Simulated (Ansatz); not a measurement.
Each is relaxed and computed with PBEsol (plane waves, PAW; program Ansatz). Which is the only metal?
A) Nb2InC, P6_3/mmc (Nb on 4f, In on 2d, C on 2a)
B) Na2PdC2, P-3m1 (Na on 2d, Pd on 1a, C on 2c)
C) NbAgO3, cubic perovskite
D) InGaP2, R3m (In on 3a, Ga on 3a, P on 3a, P on 3a)

A, Nb2InC, P6_3/mmc (Nb on 4f, In on 2d, C on 2a). Nb2InC: metal; NbAgO3: gap 1.40 eV (indirect); InGaP2: gap 0.66 eV (direct); Na2PdC2: gap 0.72 eV (indirect). Standing as an ambient phase not checked: Nb2InC, P6_3/mmc (Nb on 4f, In on 2d, C on 2a); NbAgO3, cubic perovskite; InGaP2, R3m (In on 3a, Ga on 3a, P on 3a, P on 3a); Na2PdC2, P-3m1 (Na on 2d, Pd on 1a, C on 2c). Perhaps ordered models of mixed-site phases: InGaP2, R3m (In on 3a, Ga on 3a, P on 3a, P on 3a). Unstable at this level: NbAgO3, cubic perovskite. All cells were relaxed under the symmetry of their starts (and spin orders); stability against distortions was not tested throughout. Rows with no word on spin ran without spin polarisation. Spin–orbit coupling is left out wherever it is not named.

Potentials: the later of the program's two PAW sets.
